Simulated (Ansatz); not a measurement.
One crystal and one scan (scan of one atom of the cell) at two levels, PBE (plane waves to 420 eV, PAW, scalar-relativistic; Ansatz, a first-principles code) and r2SCAN (plane waves to 500 eV, PAW, scalar-relativistic; Ansatz), each from its own relaxed cell and on its own mesh. The cell shown is that of PBE.

CdS (zinc blende)

```
CELL_PARAMETERS angstrom
      0.00000     2.96331     2.96331
      2.96331     0.00000     2.96331
      2.96331     2.96331     0.00000
ATOMIC_POSITIONS crystal
  S  0.75000 0.75000 0.75000
  Cd 0.00000 0.00000 0.00000
```

In this cell atom 1 (S, nearest neighbour Cd at 2.566 Å; its periodic images, 4.2 Å or more away, move with it) is moved by s along Cartesian x, unit vector (1.000, 0.000, 0.000); all other atoms and the cell stay fixed.

Energies are smeared free energies. CdS was relaxed with its symmetry unable to fall. Percentages come from the unrounded values.

Results of PBE:

- Lattice constant a (Å) = 5.927
- Force constant k = d²E/ds² at s = 0 (finite differences) (eV/Å²) = 4.28
- Zone-centre optical wavenumber from k (transverse: no LO-TO term) (cm⁻¹) = 216
- Shape of the curve = a single well with its minimum at or next to zero displacement

### Question
Estimate the r2SCAN values.

### Answer
| quantity | r2SCAN | PBE − r2SCAN |
|---|---|---|
| Lattice constant a (Å) | 5.878 | +0.049 (+0.8 %) |
| Force constant k = d²E/ds² at s = 0 (finite differences) (eV/Å²) | 4.77 | -0.49 (-10 %) |
| Zone-centre optical wavenumber from k (transverse: no LO-TO term) (cm⁻¹) | 228 | -12 (-5 %) |

PBE gives the higher value for: lattice constant a. PBE gives the lower value for: force constant k = d²E/ds² at s = 0; zone-centre optical wavenumber from k. Both give the same shape of the curve: a single well with its minimum at or next to zero displacement. Neither level is exact: the differences show how much the result hangs on the functional.

(For displaced atoms, the force is minus the slope of the energy, and its curvature is a force constant, which sets phonon frequencies.)
